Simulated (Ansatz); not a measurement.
Input file for Ansatz (an electronic-structure program):

Ansatz 0.2 input:
```yaml
crystal:
  lattice:
    - [4.0244457025, 0.0, 0.0]
    - [0.0, 4.0244457025, 0.0]
    - [0.0, 0.0, 4.0244457025]
  atoms:
    - { symbol: K, position: [0.5, 0.5, 0.5] }
    - { symbol: Ta, position: [0.0, 0.0, 0.0] }
    - { symbol: O, position: [0.0, 0.5, 0.0] }
    - { symbol: O, position: [0.5, 0.0, 0.0] }
    - { symbol: O, position: [0.0, 0.0, 0.5] }
kpoints:
  mp_grid: { grid: [7, 7, 7] }
hamiltonian:
  xc: pbe
  pseudopotentials: { kind: paw }
scf:
  occupations: { method: fixed }
phonons:
  method: dfpt
  response_accuracy: low
  eigenvectors: true
  rigid_motions: translations
  dielectric: true
  raman: true
```

Output (shortened):

```
zone centre: on kpoints.mp_grid the ground state, and the responses unless they are solved on pairs of k-points, stand on 100 of the mesh's 343 k-points, …
Pseudopotentials: kind: paw
Pseudopotential: K, paw, valence charge 9
Pseudopotential: Ta, paw, valence charge 13
Pseudopotential: O, paw, valence charge 6
Functional definition: PBE
Crystal: 5 atoms, lattice volume = 65.181 Å³
Basis set: ecut = 420 eV, 1309 PW (Γ), exchange–correlation on 54×54×54 points (8 copies of the dense FFT grid, shifted against one another)
Bands: 25, of which v1, the nominal top of the filled ones, is band 20 counted from 1 (19 counted from 0)
Symmetry: 48 space group operations
k-points: 100 of 343 (irreducible under 2 space group operations, time reversal used)
Initial wavefunctions: pseudopotential atomic-orbital guess
Eigensolver: davidson
Functional: x = pbe(κ = 0.804, μ = 0.2195149727645171), c = pbe(β = 0.06672455060314922)
SCF iter   1: F=—  HF=-13178.228940 eV  |F-HF|=—  |Δ(HF+E_count)|=         —  Δρ=1.01e-3  dr2=2.13e-4  ethr=1.77e-3  ⟨swp⟩=4.5  Hψ=10579  notcnv=0  defer=265
all-band conjugate gradients solve this SCF's bands
preconditioner: auto → Resta (q_TF=auto, 2.515 Å⁻¹)
SCF iter   2: F=—  HF=-13178.229429 eV  |F-HF|=—  |Δ(HF+E_count)|=   4.90e-4  Δρ=5.10e-4  dr2=5.41e-5  ethr=5.32e-7  ⟨swp⟩=2.0  Hψ=5516  notcnv=0  defer=284
SCF iter   3: F=—  HF=-13178.229574 eV  |F-HF|=—  |Δ(HF+E_count)|=   1.45e-4  Δρ=2.56e-4  dr2=1.46e-5  ethr=1.35e-7  ⟨swp⟩=2.2  Hψ=3298  notcnv=0  defer=205
SCF iter   4: F=—  HF=-13178.229624 eV  |F-HF|=—  |Δ(HF+E_count)|=   4.93e-5  Δρ=3.21e-5  dr2=5.72e-7  ethr=3.65e-8  ⟨swp⟩=2.2  Hψ=4188  notcnv=0  defer=128
SCF iter   5: F=—  HF=-13178.229624 eV  |F-HF|=—  |Δ(HF+E_count)|=   7.08e-7  Δρ=8.07e-6  dr2=5.78e-8  ethr=1.43e-9  ⟨swp⟩=2.0  Hψ=3459  notcnv=0  defer=103
SCF iter   6: F=—  HF=-13178.229624 eV  |F-HF|=—  |Δ(HF+E_count)|=   2.72e-9  Δρ=2.00e-6  dr2=1.53e-9  ethr=1.45e-10  ⟨swp⟩=2.1  Hψ=3315  notcnv=0  defer=103
SCF iter   7: F=-13178.229624 eV  HF=-13178.229624 eV  |F-HF|=1.82e-11  |Δ(HF+E_count)|=   1.45e-9  Δρ=2.29e-7  dr2=2.46e-11  ethr=1.00e-12  ⟨swp⟩=11.0  Hψ=17214  notcnv=0
SCF 1 converged in 7 iterations: F = -13178.229624 eV  dr2 = 2.46e-11
NSCF: frozen V_eff on 7 k-points
DFPT response loops at Γ: preconditioner auto → none (the input reference at scf.mixing.eps_inf says where Resta's filter doesn't serve); β = 0.50 …
── the response to a field inside a basis, on 8×8×8 k-points: an SCF that follows is theirs, and a resumed run solves both again ──
Crystal: 5 atoms, lattice volume = 65.181 Å³
Bands: 21, of which v1, the nominal top of the filled ones, is band 20 counted from 1 (19 counted from 0)
k-points: 20
Initial density: handed on by an earlier stage of this run
Initial wavefunctions: pseudopotential atomic-orbital guess (no wavefunctions were taken with the density)
Eigensolver: Dense (20 Hₖ)
SCF iter   1: F=—  HF=-13178.222375 eV  |F-HF|=—  |Δ(HF+E_count)|=         —  Δρ=3.22e-4  dr2=1.43e-5  ethr=1.00e-1
all-band conjugate gradients don't solve this SCF's bands (scf.eigensolver.kind)
preconditioner: auto → Resta (q_TF=auto, 2.515 Å⁻¹)
SCF iter   2: F=—  HF=-13178.222376 eV  |F-HF|=—  |Δ(HF+E_count)|=   7.46e-7  Δρ=1.38e-4  dr2=4.87e-6  ethr=3.57e-8
SCF iter   3: F=—  HF=-13178.222377 eV  |F-HF|=—  |Δ(HF+E_count)|=   7.68e-7  Δρ=6.73e-5  dr2=6.44e-7  ethr=1.22e-8
SCF iter   4: F=—  HF=-13178.222377 eV  |F-HF|=—  |Δ(HF+E_count)|=   3.34e-7  Δρ=5.43e-6  dr2=2.24e-8  ethr=1.61e-9
SCF iter   5: F=—  HF=-13178.222377 eV  |F-HF|=—  |Δ(HF+E_count)|=  5.24e-10  Δρ=9.78e-7  dr2=9.28e-10  ethr=5.60e-11
SCF iter   6: F=-13178.222377 eV  HF=-13178.222377 eV  |F-HF|=3.64e-12  |Δ(HF+E_count)|=  1.46e-11  Δρ=2.28e-7  dr2=4.33e-11  ethr=2.32e-12
SCF 1 converged in 6 iterations: F = -13178.222377 eV  dr2 = 4.33e-11
DFPT response loops at Γ: mixed as the last ones told, above
DFPT response loops at Γ: mixed as the last ones told, above
SCF converged after 7 iterations
Free energy (F): -13178.229624 eV
Harris-Foulkes:  -13178.229624 eV  (|F-HF|=1.82e-11)
Internal energy: -13178.229624 eV  (E = F + TS)
E sigma→0 (E₀):  -13178.229624 eV
Fermi energy:    8.365442 eV
--- Per-component energies (eV) ---
  E_band       = -266.652893
  E_kinetic    = 1143.454090
  E_local      = -2256.092566  (includes V_loc(G=0)·N_el)
  E_nonlocal   = 170.021553
  E_hartree    = 788.279519
  E_xc         = -575.379148
  E_vxc        = -651.889259  (∫ρ·V_xc dr)
  E_paw        = -9652.523051  (= ΣΔE_a)
  E_vpaw       = -248.713194  (= ΣTr[D̂ρ^β])
  E_aug_tail   = 0.007419  (compensation charges beyond the density's cutoff)
  E_ewald      = -2795.997440
  E_smearing   =  0.000000  (= −TS)
  E_closure    = 0.000000  (closes the sum)
  Σ components = -13178.229624   (vs F -13178.229624, Δ=0.00e0)
  [band-id]    e_kinetic+e_local+e_nonlocal+2·e_hartree+e_vxc+e_vpaw+e_augmentation_tail = -266.652919   (vs E_band -266.652893, Δ=-2.54e-5)
--- Band table (eV; the first three rows and the last of 100) ---
  k-point 0: bands = ["-59.2292", "-25.7118", "-25.7118", "-25.7118", "-18.9094", "-9.0088", "-8.3249", "-8.3249", "-2.4517", "-2.4517", "-2.4517", "6.0050", "6.0050", "6.0050", "7.4105", "7.4105", "7.4105", "7.7991", "7.7991", "7.7991", "10.5816", "10.5816", "10.5816", "14.8429", "14.9281"]
  k-point 1: bands = ["-59.2292", "-25.7267", "-25.7112", "-25.7112", "-18.9049", "-8.9542", "-8.3209", "-8.2234", "-2.4451", "-2.4451", "-2.4280", "5.5204", "5.9880", "5.9880", "7.1144", "7.1144", "7.2835", "7.3245", "7.7076", "7.7076", "10.6082", "11.1666", "11.1666", "14.9373", "15.1378"]
  k-point 2: bands = ["-59.2290", "-25.7599", "-25.7098", "-25.7098", "-18.8949", "-8.9005", "-8.3120", "-7.8934", "-2.4302", "-2.4302", "-2.3742", "4.2603", "5.9542", "5.9542", "6.5572", "6.5572", "6.6833", "7.1407", "7.6319", "7.6319", "10.6693", "12.2956", "12.2956", "14.9537", "15.8149"]
  k-point 99: bands = ["-59.2286", "-25.7818", "-25.7817", "-25.7204", "-18.8718", "-8.3866", "-7.5943", "-7.5761", "-2.4932", "-2.4911", "-2.4061", "3.1753", "3.3018", "4.2338", "5.3692", "5.4140", "5.9385", "7.4111", "7.4377", "8.3217", "13.3819", "13.4052", "14.4059", "16.6622", "18.3722"]
  band table: 25 of 25 bands, residual norms ≤ 1.0e-3 eV
--- Phonons (Γ-DFPT): 4 representative perturbations + reference, on 100 of 343 k-points (Σ response iterations 12) ---
  k mesh reduced under 2 symmetry operations, with k and −k counted as one. Each operation leaves every solved perturbation unchanged …
  ASR residual: 1.628e-3 → 0.000e0 eV/Å²; symmetrization residual: 7.893e-5 eV/Å²
  ASR residual per site (eV/Å²): 1.62e-5 1.63e-3 1.44e-3 1.44e-3 1.44e-3
  Γ frequencies (cm⁻¹): -83.01 -83.01 -83.01 0.00 0.00 0.00 177.73 177.73 177.73 263.85 263.85 263.85 503.11 503.11 503.11
  ε∞ (high-frequency dielectric tensor):
        5.408830     0.000000     0.000000
        0.000000     5.408830     0.000000
        0.000000     0.000000     5.408830
  ε⁰ (static dielectric tensor): not given — an optical mode at Γ is not stable, and the ionic part, a sum over the modes at Γ, is formed only where all of …
  softest optical mode at Γ: -83.01 cm⁻¹; the repairs (sum rule, projections) moved no ω² at Γ by more than (6.67 cm⁻¹)²
  Born effective charges Z* (e; rows j = field, columns β = displacement):
    site 0:
         1.14931    0.00000    0.00000
         0.00000    1.14931    0.00000
         0.00000    0.00000    1.14931
    site 1:
         8.73811    0.00000    0.00000
         0.00000    8.73811    0.00000
         0.00000    0.00000    8.73811
    site 2:
        -1.65797    0.00000    0.00000
         0.00000   -6.57148    0.00000
         0.00000    0.00000   -1.65797
    site 3:
        -6.57148    0.00000    0.00000
         0.00000   -1.65797    0.00000
         0.00000    0.00000   -1.65797
    site 4:
        -1.65797    0.00000    0.00000
         0.00000   -1.65797    0.00000
         0.00000    0.00000   -6.57148
  Z* charge neutrality: 1.257e-4 e pre-enforcement
  solved inside a basis spanned on kpoints, on 8×8×8 k-points transformed towards the longest dipole: ε∞ is read to err by 1.5e-2, Z* by 2.9e-2 e (field_mesh …
  Raman tensors (in the event stream and the table raman_tensors.tsv) …
  optical modes at Γ without the LO–TO term, one row a degenerate level:
      ω (cm⁻¹)  modes    IR ((D/Å)²/amu)  static Raman (Å⁴/amu)  depolarisation
        -83.01      3           170.4892                 0.0000               —
        177.73      3            13.7676                 0.0000               —
        263.85      3             0.0000                 0.0000               —
        503.11      3            57.8878                 0.0000               —
  optical modes at Γ + LO–TO along q̂ = [1.0000, 0.0000, 0.0000]:
      ω (cm⁻¹)  modes    IR ((D/Å)²/amu)  static Raman (Å⁴/amu)  depolarisation
        -83.01      2           113.6595                 0.0000               —
        168.02      1             0.0602                 0.0000               —
        177.73      2             9.1784                 0.0000               —
        263.85      3             0.0000                 0.0000               —
        401.02      1             5.9912                 0.0000               —
        503.11      2            38.5919                 0.0000               —
        759.65      1            74.6634                 0.0000               —
  optical modes at Γ + LO–TO along q̂ = [0.0000, 1.0000, 0.0000]:
      ω (cm⁻¹)  modes    IR ((D/Å)²/amu)  static Raman (Å⁴/amu)  depolarisation
        -83.01      2           113.6595                 0.0000               —
        168.02      1             0.0602                 0.0000               —
        177.73      2             9.1784                 0.0000               —
        263.85      3             0.0000                 0.0000               —
        401.02      1             5.9912                 0.0000               —
        503.11      2            38.5919                 0.0000               —
        759.65      1            74.6634                 0.0000               —
  optical modes at Γ + LO–TO along q̂ = [0.0000, 0.0000, 1.0000]:
      ω (cm⁻¹)  modes    IR ((D/Å)²/amu)  static Raman (Å⁴/amu)  depolarisation
        -83.01      2           113.6595                 0.0000               —
        168.02      1             0.0602                 0.0000               —
        177.73      2             9.1784                 0.0000               —
        263.85      3             0.0000                 0.0000               —
        401.02      1             5.9912                 0.0000               —
        503.11      2            38.5919                 0.0000               —
        759.65      1            74.6634                 0.0000               —
```

Cost: about 5 core-minutes (a rough figure) on shared cores.

Space group Pm-3m (cubic perovskite). Symmetry was held in the PBE relaxation. At this level the phase is dynamically unstable (imaginary phonons). No spin polarisation was allowed. Spin–orbit coupling is left out wherever it is not named.

Potentials: the later of the program's two PAW sets.

Ansatz is a plane-wave DFT program.
